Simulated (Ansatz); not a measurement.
A relaxed cell of RbAlF4 (P4/mmm (No. 123)), relaxed on a k-mesh at least as fine as the one used below. Method: r2SCAN (plane waves to 500 eV, PAW, scalar-relativistic; Ansatz, an electronic-structure program). Γ-centred k-mesh 6×6×2 on the run's cell (coarser than for final values), Fermi–Dirac smearing 0.05 eV.

```
CELL_PARAMETERS angstrom
      3.65840     0.00000     0.00000
      0.00000     3.65840     0.00000
      0.00000     0.00000    12.53369
ATOMIC_POSITIONS crystal
  Rb 0.00000 0.00000 0.00000
  Rb 0.00000 0.00000 0.50000
  Al 0.50000 0.50000 0.25000
  Al 0.50000 0.50000 0.75000
  F  0.50000 0.50000 0.39067
  F  0.50000 0.50000 0.89067
  F  0.50000 0.50000 0.10933
  F  0.50000 0.50000 0.60933
  F  0.50000 0.00000 0.25000
  F  0.50000 0.00000 0.75000
  F  0.00000 0.50000 0.25000
  F  0.00000 0.50000 0.75000
```

The atoms are displaced by (Å):

```csv
atom,ux,uy,uz
Rb1,-0.122,0.003,0.107
Rb2,-0.071,0.131,0.003
Al3,-0.075,0.098,0.024
Al4,-0.130,-0.130,-0.124
F5,0.061,0.005,0.035
F6,-0.044,-0.072,-0.055
F7,0.015,-0.046,-0.106
F8,0.106,0.008,0.091
F9,0.066,-0.098,0.014
F10,-0.098,0.041,-0.102
F11,0.058,-0.081,0.012
F12,-0.038,-0.068,0.002
```

What forces (eV/Å) and pressure result?


| atom | Fx | Fy | Fz |
|---|---|---|---|
| Rb1 | 0.19 | -0.08 | -0.67 |
| Rb2 | 0.17 | -0.19 | 0.21 |
| Al3 | 1.61 | -3.02 | -1.30 |
| Al4 | 0.52 | 2.06 | 6.40 |
| F5 | -0.23 | -0.07 | -0.32 |
| F6 | -0.04 | 0.25 | -0.53 |
| F7 | -0.20 | 0.15 | 2.09 |
| F8 | 0.02 | 0.54 | -5.41 |
| F9 | 0.04 | 3.12 | -0.05 |
| F10 | 0.06 | -3.03 | -0.07 |
| F11 | -1.48 | -0.03 | 0.02 |
| F12 | -0.67 | 0.31 | -0.38 |

Pressure +4.2 GPa.

Estimate the energy cost of the displacement in the harmonic approximation and compare with the calculation.

For a harmonic well ΔE = −½ Σ F·u = 1.469 eV a cell, or 122 meV/atom. The calculated energy relative to the undisplaced cell is +117 meV/atom, so the harmonic estimate holds well.

No spin polarisation in the result.

The run that gave the undisplaced cell could not lose the symmetry of its start; a randomly shaken copy of 6 atoms returns to this structure.
